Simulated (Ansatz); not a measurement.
GaN (zinc blende, F-43m), LDA (plane waves, PAW; program Ansatz). The conduction-band minimum lies at Γ, with 1 equivalent valley. Second derivatives d²E/dk² of the lowest band at one valley (eV·Å²), along Cartesian directions:

```json
[
 {"direction": "[100]", "d²E/dk²": "43.10"},
 {"direction": "[010]", "d²E/dk²": "43.10"},
 {"direction": "[001]", "d²E/dk²": "43.10"},
 {"direction": "[110]", "d²E/dk²": "43.08"},
 {"direction": "[101]", "d²E/dk²": "43.08"},
 {"direction": "[011]", "d²E/dk²": "43.08"}
]
```

Question: Find the principal effective masses, the density-of-states mass and the conductivity mass.

Answer: Off-diagonal terms follow from H_xy = H[110] − (H_xx + H_yy)/2, and m*/mₑ = 7.620 eV·Å² over each eigenvalue: 0.18, 0.18, 0.18. One valley's DOS mass (m₁m₂m₃)^(1/3) = 0.18, conductivity mass 3/(Σ 1/mᵢ) = 0.18 mₑ.

Question: What effective density of states Nc follows at 300 K for parabolic valleys?

Answer: Nc = 2.509e19 × 1 × (0.18)^(3/2) ≈ 1.9e18 cm⁻³.

Question: With the computed static dielectric constant 10.1 (mean of the diagonal), estimate a hydrogenic donor's binding energy and radius.

Answer: E = 13.606 eV × 0.18/10.1² ≈ 24 meV; a = 0.529 Å × ε/m* ≈ 30 Å. Semilocal masses tend to be too small where the gap is.

Question: With ε∞ = 5.77 and ω_LO = 732 cm⁻¹, what Fröhlich coupling constant follows?

Answer: α = (1/ε∞ − 1/ε0) √(m* × 13.606 eV/ħω_LO) = 0.39.

The LDA relaxation kept the symmetry of its start; phonons on a q-mesh show no instability. Scalar-relativistic: spin–orbit coupling is off unless named, which matters more the heavier the elements.

Potentials: the later of the program's two PAW sets.
